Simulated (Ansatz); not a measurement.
# Stress against strain in TiZn$_{3}$

```xyz
4
Lattice="3.9322 0.0000 0.0000 0.0000 3.9322 0.0000 0.0000 0.0000 3.9322" Properties=species:S:1:pos:R:3 pbc="T T T"
Ti    0.0000    0.0000    0.0000
Zn    0.0000    1.9661    1.9661
Zn    1.9661    0.0000    1.9661
Zn    1.9661    1.9661    0.0000
```

Atoms are numbered in the order listed.

Conventional cell: a = 3.932 Å, b = 3.932 Å, c = 3.932 Å, α = 90.00°, β = 90.00°, γ = 90.00°. Ti (atom 1) has 12 Zn at 2.78 Å as nearest neighbours. Zn (atom 2) is surrounded by 4 Ti at 2.78 Å and 8 Zn at 2.78 Å.

The geometry is COD entry 1527931, unchecked; take it as a test cell.

The calculation used DFT, LDA, all-electron LAPW, scalar-relativistic (Ansatz 0.2.0).

Settings: a Γ-centred 9×9×9 k mesh, Fermi–Dirac smearing of 0.05 eV, basis error target 1 meV/atom, no spin polarisation.

The strain is applied along the Cartesian axes of the cell as listed (the other components stay zero). Fractional coordinates are held (clamped ions).

σ is the change of stress from the unstrained cell, which is at -9.90 GPa; tension is positive, so slopes are stress–strain coefficients at that pressure. In a metal the k mesh adds noise.

Only quantities that a quadratic follows smoothly over the whole series are listed; rougher ones are left out.

```
    εzz  σzz (GPa)  σxx (GPa)
-0.0200      -1.91      -1.54
 0.0000       0.00       0.00
 0.0100       0.88       0.69
 0.0200       1.72       1.33
```

Q: Fit the series and read off the stiffness at zero strain.

A: Least-squares fits y = p0 + p1 x + p2 x² to the rows give σzz (GPa): p1 = 90.7, p2 = -230; σxx (GPa): p1 = 71.7, p2 = -260. So C11 = 91 GPa and C12 = 72 GPa, which gives B = (C11 + 2 C12)/3 = 78 GPa.

Q: One run, at εzz = -0.0100, is withheld. Predict its row.

A: The fits give -0.93, -0.74; the run gave -0.91, -0.75.
